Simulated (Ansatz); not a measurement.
Question: Mg (hcp (Mg type), space group No. 194) is relaxed with PBE+D3(BJ) (plane waves, PAW; program Ansatz). What lattice parameters of the conventional cell result?

Answer: a = 3.151 Å, c = 5.048 Å.

Space group P6_3/mmc (hcp (Mg type)). The cell was relaxed with PBE+D3(BJ) under the symmetry of its start. The pairwise dispersion correction was not fitted to metals. Axis ratios of metals converge slowly with the k-mesh, so a and c are less sure than the volume.

Potentials: the later of the program's two PAW sets.
